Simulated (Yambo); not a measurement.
Material: CdSe (zinc blende, space group F-43m, No. 216) under isotropic strain of -3 % on all lattice vectors; a = b = c = 4.172 Å, α = β = γ = 60.00° (2 atoms in the cell). The PBEsol cell relaxed from Materials Project entry mp-2691 was given an isotropic strain of -3 % on all lattice vectors, and the atoms were relaxed again.

With norm-conserving PBE (stringent potentials; Quantum ESPRESSO, 120 Ry, scalar-relativistic), the gap between the mesh's edge points (Γ → Γ) is 0.793 eV.

Task: Estimate the G0W0 gap between the same points from Yambo (4×4×4 Γ-centred k mesh, bands 14 to 259 and a 15 Ry block in the screening, 259 bands in G with the Bruneval-Gonze terminator, plasmon pole fitted at 27.2 eV).

Result: The correction is 0.774 eV, giving 1.567 eV, 2.0 times the PBE value.  Convergence of the G0W0 settings was not tested. Spin-orbit splittings are left out.
